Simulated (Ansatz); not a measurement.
Density of states of a Mg₃Zn₇S₁₀ cell (elements on a wurtzite lattice, relaxed), per eV and atom, broadened by Gaussian smearing of width 0.1 eV and averaged over bins of 0.3 eV, from 8 eV under the Fermi level at most up to where the solved bands end.

These are results of DFT PBE, scalar-relativistic, plane waves, PAW (Ansatz 0.2.0), not measurements.

Cutoff 420 eV; k points 4×4×3 on the computed 20-atom cell (Γ-centred); Gaussian smearing, width 0.02 eV; no spin polarisation.

```yaml
crystal:
  lattice:
    - [0.00085, 0.00046, 6.37327]
    - [-0.00756, 6.75673, 0.00050]
    - [-9.77075, -3.36753, -0.00156]
  atoms:
    - { symbol: Mg, position: [0.99918, 0.53880, 0.40777] }
    - { symbol: Mg, position: [0.99909, 0.33248, 0.99496] }
    - { symbol: Mg, position: [0.99907, 0.93746, 0.20144] }
    - { symbol: S, position: [0.37207, 0.73388, 0.79978] }
    - { symbol: S, position: [0.38640, 0.53479, 0.40188] }
    - { symbol: S, position: [0.37202, 0.13445, 0.60091] }
    - { symbol: S, position: [0.38642, 0.33322, 0.99872] }
    - { symbol: S, position: [0.38630, 0.93391, 0.20030] }
    - { symbol: S, position: [0.87047, 0.46358, 0.60937] }
    - { symbol: S, position: [0.87124, 0.27577, 0.20154] }
    - { symbol: S, position: [0.87058, 0.87861, 0.40803] }
    - { symbol: S, position: [0.87067, 0.05570, 0.79371] }
    - { symbol: S, position: [0.87067, 0.67223, 0.99513] }
    - { symbol: Zn, position: [0.99951, 0.73244, 0.79909] }
    - { symbol: Zn, position: [0.99951, 0.13490, 0.60363] }
    - { symbol: Zn, position: [0.49938, 0.46673, 0.60269] }
    - { symbol: Zn, position: [0.50266, 0.26901, 0.20017] }
    - { symbol: Zn, position: [0.50087, 0.87089, 0.40252] }
    - { symbol: Zn, position: [0.49948, 0.06411, 0.79758] }
    - { symbol: Zn, position: [0.50083, 0.66841, 0.99778] }
```

```
E − E_F (eV) total Zn 3d S 3p Zn 4s S 3s
       -7.20  1.700  1.521  0.159  0.016  0.000
       -6.90  5.972  5.515  0.389  0.043  0.008
       -6.60  3.832  3.695  0.073  0.019  0.036
       -6.30  0.163  0.152  0.003  0.001  0.005
       -6.00  0.006  0.000  0.004  0.001  0.000
       -5.70  0.322  0.027  0.201  0.086  0.004
       -5.40  0.576  0.061  0.344  0.146  0.015
       -5.10  0.596  0.064  0.363  0.126  0.024
       -4.80  0.384  0.039  0.243  0.062  0.019
       -4.50  0.437  0.036  0.308  0.034  0.018
       -4.20  0.451  0.032  0.342  0.019  0.018
       -3.90  0.467  0.030  0.375  0.018  0.015
       -3.60  0.638  0.038  0.535  0.015  0.012
       -3.30  0.674  0.039  0.574  0.013  0.012
       -3.00  0.759  0.037  0.674  0.009  0.006
       -2.70  0.927  0.048  0.826  0.008  0.007
       -2.40  1.251  0.068  1.118  0.009  0.007
       -2.10  1.201  0.066  1.088  0.004  0.004
       -1.80  0.786  0.049  0.711  0.002  0.002
       -1.50  0.397  0.027  0.359  0.000  0.000
       -1.20  0.128  0.009  0.116  0.000  0.000
       -0.90  0.001  0.000  0.001  0.000  0.000
       -0.60  0.000  0.000  0.000  0.000  0.000
       -0.30  0.000  0.000  0.000  0.000  0.000
        0.00  0.000  0.000  0.000  0.000  0.000
        0.30  0.000  0.000  0.000  0.000  0.000
        0.60  0.000  0.000  0.000  0.000  0.000
        0.90  0.001  0.000  0.000  0.000  0.000
        1.20  0.006  0.000  0.000  0.003  0.002
        1.50  0.000  0.000  0.000  0.000  0.000
        1.80  0.032  0.000  0.005  0.016  0.007
        2.10  0.027  0.000  0.005  0.013  0.006
        2.40  0.153  0.000  0.027  0.062  0.017
        2.70  0.381  0.001  0.063  0.134  0.027
        3.00  0.613  0.001  0.106  0.210  0.036
        3.30  0.661  0.001  0.116  0.207  0.029
```

The columns after the total are the largest Löwdin projections on the valence shells of the potentials, so they needn't add up, and the weight of a shell that a potential lacks goes to other orbitals. The cell has a gap on the mesh of 2.30 eV.

The gap is read on a mesh, which can miss the band edges, so it can be too wide.

Cost: 2 runs of about 5.3 core-minutes in all (earlier runs that led there not counted), on Arm Neoverse V1 (shared hosts).